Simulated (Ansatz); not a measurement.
# Electric field gradients in Zr₃S

Theory: Ansatz, DFT PBEsol, scalar-relativistic, plane waves, PAW. Cutoff 420 eV, 6×6×6 k-points (Γ-centred), Fermi-Dirac smearing of 0.15 eV. No spin polarisation.

Equilibrium structure at this level:
```yaml
crystal:
  lattice:
    - [5.85938, 0.00000, 0.00000]
    - [-2.92969, 5.07438, 0.00000]
    - [0.00000, 0.00000, 5.68140]
  atoms:
    - { symbol: Zr, position: [0.31896, 0.00000, 0.00000] }
    - { symbol: Zr, position: [0.31896, 0.31896, 0.50000] }
    - { symbol: Zr, position: [0.00000, 0.31896, 0.00000] }
    - { symbol: Zr, position: [0.68104, 0.00000, 0.50000] }
    - { symbol: Zr, position: [0.68104, 0.68104, 0.00000] }
    - { symbol: Zr, position: [0.00000, 0.68104, 0.50000] }
    - { symbol: S, position: [0.33333, 0.66667, 0.25000] }
    - { symbol: S, position: [0.66667, 0.33333, 0.75000] }
```

The cell was built by swapping an element in a database structure (itself possibly hypothetical) and relaxing; it need not be the stable form of this composition. In a metal these results depend on the k mesh and the smearing. A semilocal functional can close a gap that the real compound has. Spin–orbit coupling is left out, which matters for gradients at heavy nuclei.

Problem. Give V_zz (10²¹ V/m²) and the asymmetry η at each distinct site.

Solution.
```tsv
atom	V_zz	η
Zr (atom 1)	-6.18	0.61
S (atom 7)	-0.321	0.00
```

Cost: 1 run of about 0.38 core-minutes, on Arm Neoverse V1 (shared hosts).